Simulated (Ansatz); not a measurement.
Input deck for Ansatz 0.2.0, then the block of the output on the nuclei.

The cell is a computed structure from the Materials Project (it need not be an observed phase).

```yaml
crystal:
  lattice:
    - [5.4945088784, 0.0, 0.0]
    - [-0.4005300502, 5.506403186, 0.0]
    - [-2.4346835196, -2.4220543635, 7.101221107]
  atoms:
    - { symbol: Mg, position: [0.74618606, 0.39602658, 0.70598437] }
    - { symbol: Sb, position: [0.0092781, 0.98925688, 0.4985044] }
    - { symbol: Sb, position: [0.02330192, 0.03650513, 0.04259091] }
    - { symbol: P, position: [0.31422036, 0.60590123, 0.72566105] }
    - { symbol: P, position: [0.66562072, 0.39332596, 0.26791774] }
    - { symbol: O, position: [0.60125967, 0.68374691, 0.85480216] }
    - { symbol: O, position: [0.3153866, 0.31582469, 0.60971604] }
    - { symbol: O, position: [0.37463065, 0.30249542, 0.1582322] }
    - { symbol: O, position: [0.70602751, 0.68633933, 0.36860564] }
    - { symbol: O, position: [0.08242872, 0.92184773, 0.26940619] }
    - { symbol: O, position: [0.90642835, 0.0879579, 0.71526481] }
    - { symbol: O, position: [0.26493977, 0.76747472, 0.58736168] }
    - { symbol: O, position: [0.10924293, 0.61807567, 0.81952897] }
    - { symbol: O, position: [0.75762432, 0.26581796, 0.42791854] }
    - { symbol: O, position: [0.82342433, 0.3294039, 0.13369028] }
kpoints:
  mp_grid: { grid: [6, 6, 5] }
scf:
  occupations: { method: fermi_dirac, width: 0.05 }
hamiltonian:
  xc: pbe
  pseudopotentials: { kind: paw }
output:
  forces: true
  stress: true
  populations: true
  efg:
    quadrupole_moments_barn: { Mg: 0.1994, Sb: -0.543, O: -0.02558 }
    contact_densities: true
```

```sh
ansatz run input.yaml --threads 1 --pin off --max-ram 3072MiB --backend cpu --events-out ev --progress --plain --runs-dir out
```

Of the output, the block on the nuclei alone is shown; the set-up, the SCF iterations, energies, forces and stress are cut. One atom of each set with nearly equal values is shown.

```
--- PAW observables at the nuclei: V_zz in 10²¹ V/m², potentials from the cell's mean, atoms counted from 1 ---
  atom   1  Mg V_zz =    -2.639645   η = 0.8862   by run symmetry: allowed   C_q = -12.7270 MHz
            electrostatic potential = -1101.010925 V   contact ρ = 7796.075950 e/Å³
  atom   2  Sb V_zz =   -30.016955   η = 0.2635   by run symmetry: allowed   C_q = +394.1131 MHz
            electrostatic potential = -8402.868547 V   contact ρ = 1349974.317049 e/Å³
  atom   3  Sb V_zz =   -23.418886   η = 0.0693   by run symmetry: allowed   C_q = +307.4825 MHz
            electrostatic potential = -8403.620244 V   contact ρ = 1350227.968441 e/Å³
  atom   4  P  V_zz =    -3.632286   η = 0.4576   by run symmetry: allowed
            electrostatic potential = -1488.965910 V   contact ρ = 16008.076621 e/Å³
  atom   5  P  V_zz =    +1.496993   η = 0.7555   by run symmetry: allowed
            electrostatic potential = -1488.673010 V   contact ρ = 16007.555891 e/Å³
  atom   6  O  V_zz =    +8.902238   η = 0.4335   by run symmetry: allowed   C_q = -5.5062 MHz
            electrostatic potential = -620.913504 V   contact ρ = 2156.907307 e/Å³
  atom   7  O  V_zz =   +10.289320   η = 0.8304   by run symmetry: allowed   C_q = -6.3642 MHz
            electrostatic potential = -620.163368 V   contact ρ = 2156.697252 e/Å³
  atom   8  O  V_zz =   +11.860252   η = 0.1467   by run symmetry: allowed   C_q = -7.3358 MHz
            electrostatic potential = -620.676361 V   contact ρ = 2156.282107 e/Å³
  atom   9  O  V_zz =   +12.269188   η = 0.2911   by run symmetry: allowed   C_q = -7.5888 MHz
            electrostatic potential = -620.405807 V   contact ρ = 2156.495516 e/Å³
  atom  10  O  V_zz =   +14.971018   η = 0.3095   by run symmetry: allowed   C_q = -9.2599 MHz
            electrostatic potential = -620.944496 V   contact ρ = 2158.645492 e/Å³
  atom  11  O  V_zz =   +15.019602   η = 0.2609   by run symmetry: allowed   C_q = -9.2899 MHz
            electrostatic potential = -621.331206 V   contact ρ = 2158.537594 e/Å³
  atom  12  O  V_zz =   +12.980097   η = 0.2100   by run symmetry: allowed   C_q = -8.0285 MHz
            electrostatic potential = -620.305235 V   contact ρ = 2156.293852 e/Å³
  atom  13  O  V_zz =    +8.985193   η = 0.5150   by run symmetry: allowed   C_q = -5.5575 MHz
            electrostatic potential = -620.885754 V   contact ρ = 2156.629025 e/Å³
  atom  14  O  V_zz =   +10.770258   η = 0.6070   by run symmetry: allowed   C_q = -6.6616 MHz
            electrostatic potential = -620.151827 V   contact ρ = 2156.143699 e/Å³
  atom  15  O  V_zz =   +11.248691   η = 0.3300   by run symmetry: allowed   C_q = -6.9576 MHz
            electrostatic potential = -620.449455 V   contact ρ = 2156.797855 e/Å³
```

Hardware: 1 thread of Intel Xeon Processor @ 2.50GHz (Skylake/Cascade Lake) (x86_64; 62 cores open to the job, memory cap 3.0 GiB, no GPU), a shared host with a load of 0.9 a core. Wall time 5.1 min, CPU time 5 min, peak memory 1.1 GiB.

Without spin–orbit coupling (the program notes it for Sb) the gradients are little affected as a rule: paired runs on crystals with a gap mostly move them by under 2 % at such atoms. With these PAW files V_zz is typically within 2 to 3 % of all-electron values, but misses above 10 % occur on Sb.
